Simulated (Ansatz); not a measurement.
CaCu2S2:
```xyz
5
Lattice="3.8944 0.0000 0.0000 -1.9472 3.3727 0.0000 0.0000 0.0000 6.5063" Properties=species:S:1:pos:R:3 pbc="T T T"
Cu     0.0000     2.2484     2.4358
Cu     1.9472     1.1242     4.0705
Ca     0.0000     0.0000     0.0000
S      0.0000     2.2484     4.8222
S      1.9472     1.1242     1.6841
```

Relaxed with r²SCAN.

Task: Give the Bader charges and basin volumes of the independent atoms, DFT-r²SCAN in the program Ansatz with PAW potentials.

Result: 

```tsv
atom	Bader charge (e)	Bader volume (Å³)
Cu1	+0.47	13.2
Ca3	+1.47	12.6
S4	-1.20	23.2
```

Space group P-3m1. The workflow started from an entry of the Crystallography Open Database (COD, 293 K). Its standing as an ambient phase is unchecked. The r²SCAN relaxation kept the symmetry of its start; its stability against distortions is not shown here. The run is not spin-polarised.

Potentials: the later of the program's two PAW sets.
